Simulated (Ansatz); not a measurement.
NaF:
```xyz
2
Lattice="0.0000 2.3505 2.3505 2.3505 0.0000 2.3505 2.3505 2.3505 0.0000" Properties=species:S:1:pos:R:3 pbc="T T T"
Na     0.0000     0.0000     0.0000
F      2.3505     2.3505     2.3505
```

x, y and z are the axes in which the lattice vectors are written.

Question: Give the high-frequency dielectric tensor and the Born effective charge tensors of the independent atoms from DFPT, the program Ansatz at the PBE level (PAW).

Answer: 
ε∞:
```
1.86  0.00  0.00
0.00  1.86  0.00
0.00  0.00  1.86
```
Z* of atom 1 (Na), rows: field, columns: displacement, in e:
```
1.02  0.00  0.00
0.00  1.02  0.00
0.00  0.00  1.02
```
Z* of atom 2 (F), rows: field, columns: displacement, in e:
```
-1.02   0.00   0.00
 0.00  -1.02   0.00
 0.00   0.00  -1.02
```

Static charges for comparison (Bader): Na1 +0.88, F2 -0.88 e. Born charges measure polarisation by displacement and can exceed these by far.

Space group Fm-3m (rock salt). The PBE relaxation kept the symmetry of its start.

Potentials: the later of the program's two PAW sets.
